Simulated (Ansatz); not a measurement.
# Profile along the Si–Mg line in Mg2Si (antifluorite type, space group Fm-3m)

Mg2Si (antifluorite type, space group Fm-3m)

```
Mg2Si
1.0
    0.00000     3.16298     3.16298
    3.16298     0.00000     3.16298
    3.16298     3.16298     0.00000
Si Mg
1 2
Cartesian
  0.00000   0.00000   0.00000
  1.58149   1.58149   1.58149
  4.74447   4.74447   4.74447
```

Fields along a shortest Si–Mg line of a {110} plane (2.74 Å), from Si to Mg, interpolated on the slice's grid (step about 0.2 Å). These are PBEsol (plane waves to 420 eV, PAW, scalar-relativistic; Ansatz, a program for electronic structure) values and carry that method's errors. k mesh 9×9×9. These are valence fields of a PAW run, semicore shells included where kept as valence: close to a nucleus they are smooth pseudo fields. Mg2Si was relaxed with its symmetry unable to fall.

```
distance from Si (Å)  valence electron density (e/Å³)  electron localisation function
--------------------  -------------------------------  ------------------------------
0.00                                             0.05                               x
0.27                                             0.12                               x
0.55                                             0.32                            0.44
0.82                                             0.41                            0.76
1.10                                             0.32                            0.83
1.37                                             0.23                            0.78
1.64                                             0.18                            0.29
1.92                                             0.25                            0.08
2.19                                             2.82                            0.40
2.47                                            18.04                               x
2.74                                            31.32                               x
```

x: too close to a nucleus for the ELF to mean much.

Density on the Si–Mg line (2.74 Å) at its density minimum, 1.7 Å from Si: 0.17 e/Å³. ELF at that point: 0.2. ELF maximum in the middle third of the Si–Mg line: 0.83, 1.1 Å from Si.
